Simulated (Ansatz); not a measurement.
Data sheet: Ag (DFT)

Ag:
```
CELL_PARAMETERS angstrom
      2.68495     0.00000     0.00000
      0.00000     2.68495     0.00000
      0.00000     0.00000     2.68495
ATOMIC_POSITIONS crystal
  Ag 0.00000 0.00000 0.00000
```

Space group Pm-3m (No. 221), simple cubic; conventional cell a = 2.685 Å, b = 2.685 Å, c = 2.685 Å, α = 90.00°, β = 90.00°, γ = 90.00°.

Method: plane-wave PAW PBEsol (Ansatz code). Structure relaxed to zero pressure with the same functional. Other levels are named where they apply.

### Cell and energy

- Volume per atom: 19.36 Å³
- Density: 9.25 g/cm³

### Electronic structure

- Electronic character = metallic (no gap)
- Density of states at the Fermi level = 0.26 states/eV per atom (mean over ±0.08 eV)
- Gap with spin–orbit coupling = none (metallic)

### Mechanics

- Bulk modulus (Birch–Murnaghan fit) = 88.3 GPa
- Pressure derivative B′ = 5.7
- Elastic constants (relaxed ions, GPa) = C11 = 239, C12 = 13.4, C44 = -15.3
- Mechanical stability = unstable (C has a negative eigenvalue)

A made-up cell: these elements were put on the sites of a structure type; neither database checked (COD, Materials Project) lists it. It is not the phase usual at ambient conditions (space group No. 225). The cell was relaxed with PBEsol under the symmetry of its start. No spin polarisation was allowed. As this level gives no gap, shear constants depend on the k-mesh and smearing (Fermi–Dirac, 0.1 eV here). Scalar-relativistic: spin–orbit coupling is off unless named, which matters more the heavier the elements.

Potentials: the earlier of the program's two PAW sets. The files were generated under PBE; for other functionals the program regenerates the frozen cores, and for LDA and PBEsol the local potential too.
